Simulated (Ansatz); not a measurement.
ZrCoF₆:
```xyz
8
Lattice="2.7326 1.5776 4.6267 -2.7326 1.5776 4.6267 0.0000 -3.1553 4.6267" Properties=species:S:1:pos:R:3 pbc="T T T"
Co     0.0000     0.0000     0.0000
Zr     0.0000     0.0000     6.9401
F     -1.1065    -1.2197     8.1025
F     -0.5030     1.5681     8.1025
F      1.6096    -0.3484     8.1025
F      1.1065     1.2197     5.7777
F      0.5030    -1.5681     5.7777
F     -1.6096     0.3484     5.7777
```
The run is spin-polarised; directions of the spins, atom by atom: ↑ 0 0 0 0 0 0 0.

Relaxed with r²SCAN.

Tabulate the valence density and the electron localisation function along the shortest Zr–F contact (2.02 Å), r²SCAN in the plane-wave PAW code Ansatz.



```csv
distance from Zr (Å),density (e/Å³),ELF
0.20,3.40,0.18
0.30,3.97,0.45
0.40,4.13,0.67
0.50,3.78,0.78
0.60,3.05,0.81
0.71,2.21,0.77
0.81,1.48,0.61
0.91,0.98,0.35
1.01,0.74,0.18
1.11,0.72,0.21
1.21,0.92,0.43
1.31,1.35,0.68
1.41,2.19,0.78
1.51,3.68,0.79
1.61,5.91,0.75
1.71,8.63,0.66
1.81,11.29,0.54
```

The density is the valence pseudo-density with augmentation charge, so density and ELF within about 1 Å of a nucleus are not all-electron values.

Space group R-3. The workflow started from an entry of the Crystallography Open Database (COD), which files this formula under 2 space groups. Whether it is the stable phase at ambient conditions was not checked. Symmetry was held in the r²SCAN relaxation; whether a distortion lowers the energy is not shown. Spin order of the final state: ferromagnetic, the only order run, not a proven ground state. Other orbital occupations within this spin state were not tried. No Hubbard U is applied.

Potentials: the later of the program's two PAW sets.
